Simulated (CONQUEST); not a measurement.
A self-consistent single point of TePb (Fm-3m, 8 atoms in the cell; from Materials Project mp-19717, changed as shown).

```
TePb
1.0
    6.67263     0.00000     0.00000
    0.00000     6.67263     0.00000
    0.00000     0.00000     6.67263
Te Pb
4 4
Direct
  0.00000   0.00000   0.00000
  0.00000   0.50000   0.50000
  0.50000   0.00000   0.50000
  0.50000   0.50000   0.00000
  0.50000   0.00000   0.00000
  0.50000   0.50000   0.50000
  0.00000   0.00000   0.50000
  0.00000   0.50000   0.00000
```

Method: PBE, numerical atomic orbitals double-zeta with polarisation (the shipped basis), PseudoDojo norm-conserving potentials made for PBE (CONQUEST).

CONQUEST settings:

* **basis**: DZP
* **Diag.MPMeshX, Y, Z**: 4 4 4
* **potentials**: PseudoDojo norm-conserving PBE
* **Grid.GridCutoff**: 140 Ha
* **DM.SolutionMethod**: diagon
* **Diag.kT**: 0.001837 Ha
* **Diag.GammaCentred**: true
* **minE.SCTolerance**: 1.0e-07
* **SC.MaxIters**: 100
* **SC.LinearMixingFactor**: 0.5
* **SC.KerkerPreCondition**: true
* **SC.KerkerFactor**: 0.1 1/bohr
* **AtomMove.TypeOfRun**: static

Results:

- Number of valence electrons = 120
- Number of bands = 144
- Number of k-points after the program's reduction = 51
- Size of the basis = 144
- Number of SCF iterations = 9
- FFT grid = 72 × 72 × 72
- Free energy E − TS = -19074.9047 eV
- Top of the valence band (on the code's own zero) = -4.65 eV
- Gap on the k-point mesh = 0.96 eV
- Pressure = -1.43 GPa

Gaps are taken between levels on the mesh.

For comparison: a first run was changed to give this one (lattice scaled by 1.02), and from it to this one the free energy goes up by 5.6 meV/atom, the pressure goes from 0.62 to -1.43 GPa and the gap on the mesh goes from 0.876 to 0.962 eV.

Spin-orbit coupling is left out, which matters for bands and gaps with elements this heavy. The program uses no crystal symmetry, so grid and mesh can part values that symmetry would make equal. The atom-centred basis is finite, which shifts total energies, pressures and gaps against plane waves. The structure comes from a collection of computed structures, made at another level of theory; the collection holds predicted forms beside known ones.

Cost on one core: very roughly 60 core-seconds.
